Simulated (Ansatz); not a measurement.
Polymorphs of SiO2, each relaxed with the program Ansatz at the PBE level (PAW):

A: P3_121
a = 5.0201 Å, b = 5.0201 Å, c = 5.5089 Å, α = 90.00°, β = 90.00°, γ = 120.00°

```tsv
atom	site	symmetry	x	y	z
Si	3a	.2.	0.5235	0.5235	0.0000
O	6c	1	0.4145	0.2559	0.2055
```

B: P4_12_12
a = b = 5.0836 Å, c = 7.1000 Å, α = β = γ = 90.00°

| atom | site | symmetry | x | y | z |
|---|---|---|---|---|---|
| Si | 4a | ..2 | 0.2939 | 0.2939 | 0.0000 |
| O | 8b | 1 | 0.2412 | 0.0935 | 0.1742 |

Problem. Put the candidates in order of energy per atom at 0 K, lowest first, for PBE.

Solution. B (+0 meV/atom), A (+7 meV/atom)

Problem. Give each one's gap.

Solution. A 5.68 eV; B 5.51 eV.

All cells were relaxed under the symmetry of their starts (and spin orders); stability against distortions was not tested throughout.

Energies hold the estimated change up to a 700 eV cutoff; steps of a few meV lie near the error of the meshes.

Potentials: the later of the program's two PAW sets.
